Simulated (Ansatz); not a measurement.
Cr₂C (P4/nmm), relaxed with PBE (Ansatz, an electronic-structure program, plane waves, PAW): a = b = 3.123 Å, c = 5.659 Å, α = β = γ = 90.00°.

```
Quantity                                                                       Result
---------------------------  --------------------------------------------------------
ΔH_f (eV/atom)                                                                   0.23
spin order and moments (μB)  ferromagnetic; net 0.19 per atom; largest site about 0.6
```

Problem. The same phase is relaxed and computed with r²SCAN in the same code. What are the cell and these values now?

Solution. a = b = 3.1445 Å, c = 5.6399 Å, α = β = γ = 90.00°.

ΔH_f (eV/atom): 0.31
spin order and moments (μB): ferromagnetic; net 0.51 per atom; largest site about 1.8

Spin orders computed, not proven ground states: Cr2C, P4/nmm (Cr on 2a, Cr on 2c, C on 2c) with PBE ferromagnetic; Cr2C, P4/nmm (Cr on 2a, Cr on 2c, C on 2c) with r²SCAN ferromagnetic. Constructed cells (a structure type filled with these elements, in neither database checked): Cr2C, P4/nmm (Cr on 2a, Cr on 2c, C on 2c). All cells were relaxed under the symmetry of their starts (and spin orders); stability against distortions was not tested throughout.

Potentials: the earlier of the program's two PAW sets.

Ansatz is a plane-wave DFT program.

Formation energies count from the lowest solids of the elements computed at the same level, not from gases.
